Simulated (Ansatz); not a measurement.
CrBrO:
```
CELL_PARAMETERS angstrom
      3.28333     0.00000     0.00000
      0.00000     3.85151     0.00000
      0.00000     0.00000     8.28229
ATOMIC_POSITIONS crystal
  Cr 0.00000 0.00000 0.59955
  Cr 0.50000 0.50000 0.40045
  Br 0.00000 0.50000 0.17818
  Br 0.50000 0.00000 0.82182
  O  0.50000 0.00000 0.45184
  O  0.00000 0.50000 0.54816
```
The run is spin-polarised; directions of the spins, atom by atom: ↑ ↑ 0 0 0 0.

This is the r²SCAN+D4-relaxed structure. x, y and z are the axes in which the lattice vectors are written.

### Question
All from r²SCAN+D4 in the plane-wave PAW code Ansatz, unless another level is named. Give the electron effective mass.

### Answer
1.00, 1.2, 2.5 mₑ (principal values).

### Question
Predict the band gap.

### Answer
1.28 eV (indirect).

### Question
What about the valence-band maximum?

### Answer
at Z (k = 0.000, 0.000, 0.500 in fractions of the reciprocal vectors).

Space group Pmmn. The first step of the workflow began from a Materials Project structure, measured or hypothetical; the Crystallography Open Database files this formula in space group No. 59, but the cells were not matched. Its standing as an ambient phase is unchecked. The cell was relaxed with r²SCAN+D4 under the symmetry of its start; its stability against distortions is not shown here. The final state is ferromagnetic, chosen from 2 collinear starts compared on coarse meshes (ties went to the first, and starts can fall back to one state), not a proven ground state. Other orbital occupations within this spin state were not tried. No Hubbard U is applied. Spin–orbit coupling is left out wherever it is not named.

Potentials: the later of the program's two PAW sets.
